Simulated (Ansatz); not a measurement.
B₂Ir:
Space group P6/mmm (No. 191); a = 3.098 Å, b = 3.098 Å, c = 3.182 Å, α = 90.00°, β = 90.00°, γ = 120.00°

```csv
atom,site,symmetry,x,y,z
Ir,1a,6/mmm,0.0000,0.0000,0.0000
B,2d,-6m2,0.3333,0.6667,0.5000
```

Relaxed with PBEsol.

Task: Decompose the optical modes at the zone centre into irreducible representations, and say which are infrared and Raman allowed.

Result: Point group 6/mmm: Γ_opt = A2u + B1g + E1u + E2g. Infrared: A2u, E1u. Raman: E2g.

Task: Assign frequencies (DFPT, plane-wave PAW PBEsol (Ansatz code)).

Result: E1u 181i, A2u 115, B1g 434, E2g 641 cm⁻¹.

Subscripts of B labels follow the axes of the standard setting.

The cell is a constructed one: a structure type filled with these elements; neither database checked (COD, Materials Project) lists it. Its standing as an ambient phase is unchecked. The PBEsol relaxation kept the symmetry of its start. At this level the phase is dynamically unstable (imaginary phonons). No spin polarisation was allowed. As this level gives no gap, phonon frequencies hold no LO–TO term and depend on the k-mesh and smearing (Fermi–Dirac, 0.1 eV here). Scalar-relativistic: spin–orbit coupling is off unless named, which matters more the heavier the elements.

Potentials: the earlier of the program's two PAW sets. The files were generated under PBE; for other functionals the program regenerates the frozen cores, and for LDA and PBEsol the local potential too.
